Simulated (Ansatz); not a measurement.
An Ansatz (a quantum-chemistry and plane-wave program) run. Input:

Ansatz 0.2 input:
```yaml
crystal:
  lattice:
    - [0.0, 3.4568655614, 3.4568655614]
    - [3.4568655614, 0.0, 3.4568655614]
    - [3.4568655614, 3.4568655614, 0.0]
  atoms:
    - { symbol: Nb, position: [0.5, 0.5, 0.5] }
    - { symbol: Nb, position: [0.75, 0.75, 0.75] }
    - { symbol: Cr, position: [0.125, 0.125, 0.125] }
    - { symbol: Cr, position: [0.625, 0.125, 0.125] }
    - { symbol: Cr, position: [0.125, 0.125, 0.625] }
    - { symbol: Cr, position: [0.125, 0.625, 0.125] }
kpoints:
  mp_grid: { grid: [8, 8, 8] }
  band_path:
    path:
      - [[0.0, 0.0, 0.0], [0.5, 0.0, 0.5], [0.625, 0.25, 0.625]]  # Γ-X-U
      - [[0.375, 0.375, 0.75], [0.0, 0.0, 0.0], [0.5, 0.5, 0.5], [0.5, 0.25, 0.75], [0.5, 0.0, 0.5]]  # K-Γ-L-W-X
    npoints: 12
hamiltonian:
  xc: r2scan
  pseudopotentials: { kind: paw }
magnetization: { noncollinear: true, spin_orbit: true }
scf:
  n_extra_bands: 12
  convergence: { dr2_threshold: 0.0000000001 }
  occupations: { method: gaussian, width: 0.05 }
output: { eigenvalues: true }
```

Output (shortened):

```
Pseudopotentials: kind: paw_fr
Pseudopotential: Nb, paw_fr, valence charge 13
Pseudopotential: Cr, paw_fr, valence charge 14
Functional definition: r2SCAN
non-collinear run that drives no moment, with spin-orbit …
Crystal: 6 atoms, lattice volume = 82.619 Å³
Basis set: ecut = 500 eV, 2085 PW (Γ), exchange–correlation on 144×144×144 points (64 copies of the dense FFT grid, shifted against one another)
Bands: 94, of which v1, the nominal top of the filled ones, is band 82 counted from 1 (81 counted from 0)
Symmetry: 48 space group operations + 48 with time reversal
k-points: 29 of 512
Projection manifold: j_resolved (fully-relativistic pseudo-atomic orbitals)
PAW frozen core: Nb, regenerated for the run's functional
PAW frozen core: Cr, regenerated for the run's functional
Initial density: superposition of atomic densities (chi_scale 0.1, normalization cell, long waves kept (reshape's long-wave potential 0.00 eV rms))
Initial wavefunctions: pseudopotential atomic-orbital guess
Eigensolver: davidson
Functional: x = r2scan, c = r2scan; τ floored in thin density (d = 2e-4 eV/Å³)
SCF iter   1: F=—  HF=-22649.762481 eV  |F-HF|=—  |Δ(HF+E_count)|=         —  Δρ=2.20e-1  dr2=3.65e1  dr2_τ=1.34e-1  dr2_m=0.00e0 (ungated)  ethr=3.10e-3  |M|=0.00e0 ∫|m|=0.00e0 μB  |m|>n=0.0e0 m-floor=0.0e0 τ_xc=0.0e0  β_m=0.30  ⟨swp⟩=5.6  Hψ=5957  notcnv=0
all-band conjugate gradients solve this SCF's bands
preconditioner: auto → Resta (q_TF=auto, 2.725 Å⁻¹)
spin=Noncollinear: Resta preconditioning applied to the charge; magnetization (m_x, m_y, m_z) channels mix plain (no charge-response kernel on spin).
SCF iter   2: F=—  HF=-22643.618823 eV  |F-HF|=—  |Δ(HF+E_count)|=    6.14e0  Δρ=8.56e-2  dr2=7.67e0  dr2_τ=8.96e-2  dr2_m=0.00e0 (ungated)  ethr=3.10e-3  |M|=0.00e0 ∫|m|=0.00e0 μB  |m|>n=0.0e0 m-floor=0.0e0 τ_xc=0.0e0  β_m=0.34  ⟨swp⟩=3.2  Hψ=3079  notcnv=0  defer=142
preconditioner: auto → Kerker (q_TF=auto, 2.725 Å⁻¹)
spin=Noncollinear: Kerker preconditioning applied to the charge; magnetization (m_x, m_y, m_z) channels mix plain (no charge-response kernel on spin).
SCF iter   3: F=—  HF=-22643.108373 eV  |F-HF|=—  |Δ(HF+E_count)|=   5.10e-1  Δρ=6.18e-2  dr2=3.51e0  dr2_τ=2.86e-2  dr2_m=0.00e0 (ungated)  ethr=3.10e-3  |M|=0.00e0 ∫|m|=0.00e0 μB  |m|>n=0.0e0 m-floor=0.0e0 τ_xc=0.0e0  β_m=0.67  ⟨swp⟩=2.6  Hψ=1890  notcnv=0  defer=140
SCF iter   4: F=—  HF=-22642.456279 eV  |F-HF|=—  |Δ(HF+E_count)|=   6.52e-1  Δρ=1.29e-2  dr2=1.08e-1  dr2_τ=3.22e-3  dr2_m=0.00e0 (ungated)  ethr=3.10e-3  |M|=0.00e0 ∫|m|=0.00e0 μB  |m|>n=0.0e0 m-floor=0.0e0 τ_xc=0.0e0  β_m=0.84  ⟨swp⟩=2.8  Hψ=2513  notcnv=0  defer=136
SCF iter   5: F=—  HF=-22642.478512 eV  |F-HF|=—  |Δ(HF+E_count)|=   2.22e-2  Δρ=2.68e-3  dr2=5.52e-3  dr2_τ=1.12e-4  dr2_m=0.00e0 (ungated)  ethr=1.31e-4  |M|=0.00e0 ∫|m|=0.00e0 μB  |m|>n=0.0e0 m-floor=0.0e0 τ_xc=0.0e0  β_m=0.90  ⟨swp⟩=2.5  Hψ=2070  notcnv=0  defer=142
SCF iter   6: F=—  HF=-22642.479751 eV  |F-HF|=—  |Δ(HF+E_count)|=   1.24e-3  Δρ=3.62e-4  dr2=8.41e-5  dr2_τ=2.01e-6  dr2_m=0.00e0 (ungated)  ethr=6.73e-6  |M|=0.00e0 ∫|m|=0.00e0 μB  |m|>n=0.0e0 m-floor=0.0e0 τ_xc=0.0e0  β_m=0.95  ⟨swp⟩=2.0  Hψ=1712  notcnv=0  defer=142
SCF iter   7: F=—  HF=-22642.479814 eV  |F-HF|=—  |Δ(HF+E_count)|=   6.35e-5  Δρ=2.36e-4  dr2=4.24e-5  dr2_τ=5.13e-7  dr2_m=0.00e0 (ungated)  ethr=1.03e-7  |M|=0.00e0 ∫|m|=0.00e0 μB  |m|>n=0.0e0 m-floor=0.0e0 τ_xc=0.0e0  β_m=0.97  ⟨swp⟩=2.0  Hψ=2375  notcnv=0  defer=142
SCF iter   8: F=—  HF=-22642.479804 eV  |F-HF|=—  |Δ(HF+E_count)|=   1.02e-5  Δρ=4.98e-5  dr2=4.55e-6  dr2_τ=4.31e-8  dr2_m=0.00e0 (ungated)  ethr=5.17e-8  |M|=0.00e0 ∫|m|=0.00e0 μB  |m|>n=0.0e0 m-floor=0.0e0 τ_xc=0.0e0  β_m=0.99  ⟨swp⟩=2.0  Hψ=1729  notcnv=0  defer=142
SCF iter  12: F=-22642.479704 eV  HF=-22642.479704 eV  |F-HF|=3.64e-12  |Δ(HF+E_count)|=  2.80e-10  Δρ=1.88e-7  dr2=2.45e-11  dr2_τ=1.37e-12  dr2_m=0.00e0 (ungated)  ethr=1.00e-12  |M|=0.00e0 ∫|m|=0.00e0 μB  |m|>n=0.0e0 m-floor=0.0e0 τ_xc=0.0e0  ⟨swp⟩=8.8  Hψ=4438  notcnv=0
SCF 1 converged in 12 iterations: F = -22642.479704 eV  dr2 = 2.45e-11
NSCF: frozen V_eff on 74 k-points
SCF converged after 12 iterations
Magnetization: |M| = 0.0000 μB,  M = (+0.0000, +0.0000, +0.0000) μB
Absolute magnetization: 0.0000 μB (∫|m|)
  site 0: m = (+0.0000, +0.0000, +0.0000) μB, |m| = 0.0000 μB  (R = 1.18 Å)
  site 1: m = (+0.0000, +0.0000, +0.0000) μB, |m| = 0.0000 μB  (R = 1.18 Å)
  site 2: m = (+0.0000, +0.0000, +0.0000) μB, |m| = 0.0000 μB  (R = 1.01 Å)
  site 3: m = (+0.0000, +0.0000, +0.0000) μB, |m| = 0.0000 μB  (R = 1.01 Å)
  site 4: m = (+0.0000, +0.0000, +0.0000) μB, |m| = 0.0000 μB  (R = 1.01 Å)
  site 5: m = (+0.0000, +0.0000, +0.0000) μB, |m| = 0.0000 μB  (R = 1.01 Å)
Free energy (F): -22642.479704 eV
Harris-Foulkes:  -22642.479704 eV  (|F-HF|=3.64e-12)
Internal energy: -22642.471919 eV  (E = F + TS)
E sigma→0 (E₀):  -22642.475811 eV
Entropy (-TS):   -0.007785 eV (-1.298 meV/atom)
Fermi energy:    18.694286 eV
--- Per-component energies (eV) ---
  E_band       = -827.196462
  E_kinetic    = 2159.640836
  E_local      = -6642.950969  (includes V_loc(G=0)·N_el)
  E_nonlocal   = 548.813751
  E_hartree    = 2752.284376
  E_xc         = -891.664577
  E_vxc        = -1276.713543  (∫ρ·V_xc dr)
  E_paw        = -10972.262260  (= ΣΔE_a)
  E_vpaw       = -1200.709327  (= ΣTr[D̂ρ^β])
  E_aug_tail   = 0.000928  (compensation charges beyond the density's cutoff)
  E_vtau       = 80.153306  (kinetic-family band-sum trace: ∫τ·v_τ [+ j·A + Jᵃ·Aᵃ] dr)
  E_ewald      = -9594.860064
  E_core_change = -1.473941  (= ΣΔE_core)
  E_smearing   = -0.007785  (= −TS)
  E_closure    = 0.000000  (closes the sum)
  Σ components = -22642.479704   (vs F -22642.479704, Δ=0.00e0)
  [band-id]    e_kinetic+e_local+e_nonlocal+2·e_hartree+e_vxc+e_vpaw+e_augmentation_tail+e_vtau = -827.196265   (vs E_band -827.196462, Δ=1.97e-4)
--- Band table (eV; the first three rows and the last of 29) ---
  k-point 0: bands = ["-55.9146", "-55.9146", "-55.7123", "-55.7123", "-55.7123", "-55.7123", "-55.7123", "-55.7123", "-37.9611", "-37.9611", "-37.8273", "-37.8273", "-26.9226", "-26.9226", "-26.7143", "-26.7143", "-26.7143", "-26.7143", "-26.4214", "-26.4214", "-25.7666", "-25.7666", "-25.7666", "-25.7666", "-25.7535", "-25.7535", "-25.6427", "-25.6427", "-25.3736", "-25.3736", "-25.3736", "-25.3736", "-25.1909", "-25.1909", "-25.1909", "-25.1909", "-14.8352", "-14.8352", "-14.5300", "-14.5300", "-12.7811", "-12.7811", "-12.7811", "-12.7811", "-12.4199", "-12.4199", "-12.4199", "-12.4199", "10.9786", "10.9786", "14.1179", "14.1179", "14.8440", "14.8440", "14.8477", "14.8477", "14.8477", "14.8477", "16.0543", "16.0543", "16.1443", "16.1443", "16.1443", "16.1443", "16.5519", "16.5519", "16.5519", "16.5519", "16.6152", "16.6152", "16.6152", "16.6152", "17.8185", "17.8185", "17.8735", "17.8735", "17.8735", "17.8735", "18.8485", "18.8485", "18.8485", "18.8485", "18.9263", "18.9263", "19.4060", "19.4060", "19.4060", "19.4060", "19.7481", "19.7481", "19.7481", "19.7481", "19.7983", "19.7983"]
  k-point 1: bands = ["-55.9089", "-55.9089", "-55.7181", "-55.7181", "-55.7123", "-55.7123", "-55.7123", "-55.7123", "-37.9575", "-37.9575", "-37.8311", "-37.8311", "-26.9039", "-26.9039", "-26.7118", "-26.7118", "-26.7048", "-26.7048", "-26.4228", "-26.4228", "-25.7652", "-25.7652", "-25.7550", "-25.7550", "-25.7529", "-25.7529", "-25.6450", "-25.6450", "-25.3869", "-25.3869", "-25.3755", "-25.3755", "-25.2168", "-25.2168", "-25.1949", "-25.1949", "-14.8271", "-14.8271", "-14.5417", "-14.5417", "-12.7855", "-12.7855", "-12.7647", "-12.7647", "-12.4339", "-12.4339", "-12.4148", "-12.4148", "11.1790", "11.1790", "14.2036", "14.2036", "14.8418", "14.8418", "14.8449", "14.8449", "14.9302", "14.9302", "15.8601", "15.8601", "16.0794", "16.0794", "16.1179", "16.1179", "16.5960", "16.5960", "16.5970", "16.5970", "16.7834", "16.7834", "16.7940", "16.7940", "17.6947", "17.6947", "17.7488", "17.7488", "17.7825", "17.7825", "18.8484", "18.8484", "18.8514", "18.8514", "18.9287", "18.9287", "19.3759", "19.3759", "19.3770", "19.3770", "19.7388", "19.7388", "19.7946", "19.7946", "19.8280", "19.8280"]
  k-point 2: bands = ["-55.8936", "-55.8936", "-55.7337", "-55.7337", "-55.7123", "-55.7123", "-55.7123", "-55.7123", "-37.9478", "-37.9478", "-37.8415", "-37.8415", "-26.8597", "-26.8597", "-26.7057", "-26.7057", "-26.6745", "-26.6745", "-26.4301", "-26.4301", "-25.7681", "-25.7681", "-25.7590", "-25.7590", "-25.7130", "-25.7130", "-25.6401", "-25.6401", "-25.4273", "-25.4273", "-25.3798", "-25.3798", "-25.2856", "-25.2856", "-25.2031", "-25.2031", "-14.8056", "-14.8056", "-14.5724", "-14.5724", "-12.7955", "-12.7955", "-12.7218", "-12.7218", "-12.4708", "-12.4708", "-12.4029", "-12.4029", "11.7494", "11.7494", "14.3298", "14.3298", "14.8610", "14.8610", "14.8654", "14.8654", "15.1679", "15.1679", "15.3696", "15.3696", "16.1607", "16.1607", "16.1899", "16.1899", "16.6942", "16.6942", "16.6984", "16.6984", "16.9430", "16.9430", "16.9499", "16.9499", "17.3064", "17.3064", "17.6536", "17.6536", "17.7079", "17.7079", "18.8183", "18.8183", "18.8826", "18.8826", "18.9361", "18.9361", "19.1665", "19.1665", "19.2566", "19.2566", "19.2638", "19.2638", "19.6994", "19.6994", "19.9129", "19.9129"]
  k-point 28: bands = ["-55.8140", "-55.8140", "-55.8140", "-55.8140", "-55.7124", "-55.7124", "-55.7124", "-55.7124", "-37.8955", "-37.8955", "-37.8955", "-37.8955", "-26.7284", "-26.7284", "-26.6967", "-26.6967", "-26.5372", "-26.5372", "-26.5276", "-26.5276", "-25.8202", "-25.8202", "-25.6727", "-25.6727", "-25.6391", "-25.6391", "-25.6236", "-25.6236", "-25.4744", "-25.4744", "-25.4501", "-25.4501", "-25.3991", "-25.3991", "-25.3015", "-25.3015", "-14.7086", "-14.7086", "-14.6900", "-14.6900", "-12.8041", "-12.8041", "-12.6010", "-12.6010", "-12.5756", "-12.5756", "-12.3911", "-12.3911", "14.1754", "14.1754", "14.1962", "14.1962", "14.7067", "14.7067", "14.7175", "14.7175", "15.8312", "15.8312", "15.8527", "15.8527", "16.1256", "16.1256", "16.1327", "16.1327", "16.6033", "16.6033", "16.6039", "16.6039", "16.7121", "16.7121", "16.7237", "16.7237", "17.4698", "17.4698", "17.4783", "17.4783", "17.5234", "17.5234", "17.5456", "17.5456", "17.8829", "17.8829", "17.8894", "17.8894", "19.0071", "19.0071", "19.0839", "19.0839", "20.1208", "20.1208", "20.1348", "20.1348", "20.1621", "20.1621"]
  band table: 94 of 94 bands, residual norms ≤ 1.0e-3 eV
```

Cost: around 3 core-minutes (rough) on shared cores.

Space group Fd-3m (cubic Laves (MgCu2 type)). The workflow started from an entry of the Crystallography Open Database (COD). Its standing as an ambient phase is unchecked. The r²SCAN relaxation kept the symmetry of its start; whether a distortion lowers the energy is not shown. No spin polarisation was allowed. Its formation energy is positive at this level, so the cell may be metastable or incomplete.

Potentials: the later of the program's two PAW sets.

Ansatz is a plane-wave DFT program.
